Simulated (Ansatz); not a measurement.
Relaxed-ion elastic tensor of Rh (dhcp (α-La type), space group No. 194) in GPa (Voigt order), the program Ansatz at the PBEsol level (PAW); density 12.63 g/cm³, 13.53 Å³ per atom.

```
     1    2    3    4    5    6
-  ---  ---  ---  ---  ---  ---
1  520  188  172  0.0  0.0  0.0
2  188  520  172  0.0  0.0  0.0
3  172  172  543  0.0  0.0  0.0
4  0.0  0.0  0.0  124  0.0  0.0
5  0.0  0.0  0.0  0.0  124  0.0
6  0.0  0.0  0.0  0.0  0.0  166
```

Question: Is the crystal mechanically stable?

Answer: Yes: the smallest eigenvalue of C is 124 GPa.

Question: Work out the Voigt, Reuss and Hill averages.

Answer: K_V = 294, K_R = 294, K_H = 294; G_V = 153, G_R = 149, G_H = 151 GPa.

Question: Give Young's modulus, Poisson's ratio, Pugh's ratio and the universal anisotropy index.

Answer: E = 9KG/(3K + G) = 387 GPa; ν = 0.28; K/G = 1.95 (ductile by the Pugh limit of 1.75); A_U = 5G_V/G_R + K_V/K_R − 6 = 0.13.

Question: Estimate the sound speeds and the Debye temperature.

Answer: v_l = √((K + 4G/3)/ρ) = 6260 m/s, v_t = √(G/ρ) = 3460 m/s, mean 3850 m/s; Θ = (h/k)(3n/4πV)^(1/3) v_m = 481 K.

Question: Solve the Christoffel equation for the three sound speeds along x, y, z.

Answer: Eigenvalues of C_ijkl n_j n_l equal ρv². In km/s, slowest first: x 3.14, 3.63, 6.41; y 3.14, 3.63, 6.41; z 3.14, 3.14, 6.56.

Question: How much does each axis shrink under pressure?

Answer: Linear compressibilities β_i = Σ_j S_ij (j = 1 to 3): x 1.1, y 1.1, z 1.1 per TPa.

Space group P6_3/mmc (dhcp (α-La type)). The first step of the workflow began from a Materials Project structure, measured or hypothetical; the Crystallography Open Database copy checked does not list it. It is not the phase usual at ambient conditions (space group No. 225). The PBEsol relaxation kept the symmetry of its start; whether a distortion lowers the energy is not shown. No spin polarisation was allowed. As this level gives no gap, shear constants depend on the k-mesh and smearing (Fermi–Dirac, 0.1 eV here). On the denser mesh and wider smearing of the elastic run this cell carries a stress of 0.4 GPa.

Potentials: the later of the program's two PAW sets.
